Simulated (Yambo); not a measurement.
```xyz
12
Lattice="4.9756 0.0000 0.0000 0.0000 4.9756 0.0000 0.0000 0.0000 6.9009" Properties=species:S:1:pos:R:3 pbc="T T T"
O      3.0371     3.6732     4.7067
O      3.7902     0.5493     2.9815
O      1.9385     1.3024     1.2562
O      1.1854     4.4263     6.4319
O      0.5493     3.7902     3.9194
O      1.3024     1.9385     5.6447
O      4.4263     1.1854     0.4690
O      3.6732     3.0371     2.1942
Si     0.9789     0.9789     0.0000
Si     1.5088     3.4667     5.1757
Si     3.9966     3.9966     3.4504
Si     3.4667     1.5088     1.7252
```

SiO2 (α-cristobalite, space group P4_32_12, No. 96): mean Im ε in 1 eV windows above the direct gap of 8.62 eV, for different electron-hole kernels (Yambo, broadening 0.15 eV, norm-conserving PBEsol (Quantum ESPRESSO, 84 Ry, no spin-orbit coupling) bands; 4×4×4 mesh, 16 valence and 8 conduction bands, static screening with 95 bands and a 3 Ry block, scissor 2.91 eV, Tamm-Dancoff; field along x).

```csv
window (eV),independent quasiparticles,RPA (no attraction),BSE
8.6 to 9.6,0.0,0.0,2.9
9.6 to 10.6,0.2,0.1,2.3
10.6 to 11.6,0.7,0.5,1.1
11.6 to 12.6,1.9,1.5,1.1
```

This run doesn't resolve bound excitons or single peaks, so only averages are given, and they too depend on the mesh; weight that the attraction moves below the gap isn't listed. All transitions below 13.35 eV are in the band window. The scissor comes from a G0W0 run whose convergence isn't established.

Geometry of the Materials Project entry, not relaxed at this level.

This is not the ordinary phase of the substance.
